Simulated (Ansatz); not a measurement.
NaF:
```
NaF
1.0
    0.00000     2.25159     2.25159
    2.25159     0.00000     2.25159
    2.25159     2.25159     0.00000
Na F
1 1
Cartesian
  0.00000   0.00000   0.00000
  2.25159   2.25159   2.25159
```

Relaxed with LDA. Special points in fractions of this cell's reciprocal vectors: Γ (0.000, 0.000, 0.000); X (0.500, 0.000, 0.500); U (0.625, 0.250, 0.625); K (0.375, 0.375, 0.750); L (0.500, 0.500, 0.500); W (0.500, 0.250, 0.750).

Task: List the band energies nearest the valence-band maximum at these points for DFT-LDA in the program Ansatz with PAW potentials.

Result: In eV from the valence-band maximum; about four levels below and three above (degenerate sets whole), none deeper than 8.9 eV; … stands for higher levels left out; points with the same levels are listed once.

| k | below | above |
|---|---|---|
| Γ | 0.00 0.00 0.00 | 6.46 … |
| X | -1.46 -0.46 -0.46 | 13.13 … |
| U | -1.22 -0.97 -0.43 | 12.91 … |
| L | -1.85 -0.31 -0.31 | 10.94 … |
| W | -1.01 -1.01 -0.67 | … |

Space group Fm-3m (rock salt). Symmetry was held in the LDA relaxation; phonons on a q-mesh show no instability.

Potentials: the later of the program's two PAW sets.
